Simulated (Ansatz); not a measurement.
**Pressure against volume: YTe**

```yaml
crystal:
  lattice:
    - [0.00000, 3.04750, 3.04750]
    - [3.04750, 0.00000, 3.04750]
    - [3.04750, 3.04750, 0.00000]
  atoms:
    - { symbol: Y, position: [0.00000, 0.00000, 0.00000] }
    - { symbol: Te, position: [0.50000, 0.50000, 0.50000] }
```

The cell is COD entry 9008769, as deposited and not checked against the literature; nothing was relaxed.

Spin polarisation is left out, and whether a magnetic state lies lower isn't shown here.

Spin–orbit coupling is left out, though it moves levels of the heavy atoms by tenths of an eV or more.

Methods: DFT, PBEsol, all-electron LAPW, scalar-relativistic (Ansatz 0.2.0); DFT, PBEsol, PAW with Ansatz's default frozen-core files, scalar-relativistic (Ansatz 0.2.0).

For LAPW: a Γ-centred 12×12×12 k mesh, Fermi–Dirac smearing of 0.05 eV, basis error target 0.5 meV/atom, no spin polarisation. PAW takes a cutoff of 420 eV at this cell (files made with PBE, cores remade for this functional). The Ansatz runs share mesh, smearing and spin set-up. Plane-wave (PAW) pressures include the program's estimate of the Pulay term.

The cell above is scaled evenly, with fractional coordinates and shape held.

Task: Estimate the equilibrium volume and bulk modulus that full-potential LAPW gives for this fixed shape.

Result: V0 = 28.09 Å³/atom, B0 = 69 GPa, B0′ = 4.4, from a third-order Birch–Murnaghan fit to these pressures:
```
V/V(cell)  V (Å³/atom)  P, LAPW (GPa)  P, PAW (GPa)
   0.9400       26.605           4.22          4.21
   0.9600       27.171           2.47          2.46
   0.9800       27.737           0.91          0.89
   0.9900       28.020           0.18          0.17
   1.0000       28.303          -0.50         -0.51
   1.0100       28.586          -1.15         -1.16
   1.0200       28.869          -1.76         -1.78
   1.0400       29.435          -2.90         -2.91
   1.0600       30.001          -3.92         -3.92
```

PAW's V0 lies -0.02 % from the all-electron value and its B0 0.0 %. Symmetry fixes shape and coordinates here, so this is the relaxed modulus.
